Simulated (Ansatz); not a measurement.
## Relaxing a structure of Ir

The start is a relaxed Ir cell, doubled along one cell vector, shaken by Gaussian noise of σ = 0.08 Å a coordinate. A full variable-cell relaxation at zero pressure is run with r2SCAN (plane waves to 500 eV, PAW, scalar-relativistic; Ansatz, a quantum-chemistry and plane-wave program). The first steps use a coarse 6×11×6 k-mesh.

Input geometry:
```yaml
crystal:
  lattice:
    - [7.11533, 0.00000, 0.00000]
    - [-1.77883, 3.08103, 0.00000]
    - [0.00000, 0.00000, 5.19340]
  atoms:
    - { symbol: Ir, position: [0.32780, 0.34981, 0.99199] }
    - { symbol: Ir, position: [0.84739, 0.32306, 0.99216] }
    - { symbol: Ir, position: [0.16367, 0.64110, 0.27755] }
    - { symbol: Ir, position: [0.69224, 0.67378, 0.27199] }
    - { symbol: Ir, position: [0.14202, 0.65754, 0.72807] }
    - { symbol: Ir, position: [0.66067, 0.65409, 0.75393] }
```

| Quantity | Result |
|---|---|
| Initial pressure | +4.7 GPa (positive: the cell is compressed) |
| Largest initial force | 3.67 eV/Å, on Ir2 (atoms numbered as listed) |
| Energy released | 0.52 eV/atom |
| Volume change | -7.0 %, from 18.98 to 17.64 Å³/atom |
| Relative to the parent | It does not go back: it reaches Pmc2₁ (No. 26), 0.39 eV/atom below the parent |
| Shortest distances (start → end) | The closest pairs of elements (up to four, under 3.6 Å), start → end: Ir–Ir 2.28 → 2.38 Å |
| Optimiser moves | 19 |

Relaxed structure:

```cif
data_Ir6
_chemical_formula_sum 'Ir6'
_space_group_name_H-M_alt 'Pmc21'
_space_group_IT_number 26
_space_group_name_Hall 'P 2c -2'
_cell_length_a 5.24154
_cell_length_b 4.14161
_cell_length_c 4.87657
_cell_angle_alpha 90.000
_cell_angle_beta 90.000
_cell_angle_gamma 90.000
loop_
_atom_site_label
_atom_site_type_symbol
_atom_site_symmetry_multiplicity
_atom_site_Wyckoff_symbol
_atom_site_fract_x
_atom_site_fract_y
_atom_site_fract_z
_atom_site_occupancy
Ir1 Ir 2 a 0.00000 0.10679 0.19350 1
Ir2 Ir 4 c 0.27326 0.60956 0.31980 1
```

Final values are on a 9×11×10 k-mesh of the relaxed cell. No spin polarisation in the result.

The relaxed structure here is a generated cell of Ir: the first start was made by a random draw of sites in a space group, and the end was not matched to a known phase here, so it may be hypothetical. Known forms of Ir include space group No. 225.
